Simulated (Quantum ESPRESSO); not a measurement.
## One change at a time to Al3ScSnZr3

These are calculations, not measurements. They come from Quantum ESPRESSO 7.5, a public plane-wave density functional program. Each row is one single-point run on a made-up periodic cell of eight metal atoms, with elements, volume, strain and displacements drawn at random and not relaxed, so a cell may be unstable or far from any real phase. There is no spin polarisation or spin-orbit coupling.

Settings: PBE unless stated; PseudoDojo standard norm-conserving files; Fermi-Dirac width 0.25 eV, which means electrons at about 2900 K; cutoff 1143 eV; 5 x 5 x 4 k mesh shifted half a step off Gamma. E is the free energy of the whole cell (internal energy minus TS), so a -TS column is already part of it. Stress is positive in tension, and the pressure P is minus a third of its trace.

Checks: one run of this series was repeated at a higher cutoff and on a denser mesh, which moved values by no more than 0.009 eV, 0.04 GPa and 0.009 eV/Å, and a second program with other atomic files agreed on it to 2 % rms in force and 0.5 GPa in pressure. Known limits: the tin pseudopotential is less sure than most, with forces differing by about three percent from a second method on plain tin; a spin test at this wide smearing found no moment, but such smearing suppresses magnetism that the real alloy may have.

The lattice is hexagonal close-packed, and the cell vectors in Å are (4.690, -2.710, 0.010); (-3.153, -0.028, -5.004); (3.116, 5.402, 0.052), a volume of 168.39 Å³ in run 1. The elements on sites 1 to 8 are Sc Al Sn Zr Zr Al Zr Al. Each later run makes one change to run 1 and keeps the rest. E is counted from run 1, and is n/a where other atomic files have another zero of energy.

```
run,change,V (Å³),P (GPa),-TS (eV),rms force (eV/Å),largest change of a force component (eV/Å),E (eV)
1,none,168.39,-0.49,-1.462,0.355,0.000,0.000
2,sites 2 and 7 exchanged,168.39,-1.54,-1.363,0.326,0.847,-0.702
3,all lengths scaled by -1.98 %,158.58,5.01,-1.392,0.409,0.169,0.131
4,LDA in place of PBE,168.39,-5.67,-1.484,0.308,0.114,n/a
5,Ru on site 6,168.39,-4.53,-1.620,0.439,0.433,n/a
6,site 7 moved by +0.16 Å along x,168.39,-0.44,-1.483,0.380,0.927,?
```

## Worked estimate

Along the move dE = -F dx. The force on site 7 along x is 0.466 eV/Å in run 1 and -0.461 eV/Å in run 6, and the move is +0.16 Å, so the mean force times the move gives an estimate.

## Withheld value

Question: what E should run 6 give?

The estimate is 0.000 eV. The calculation gave -0.002 eV.
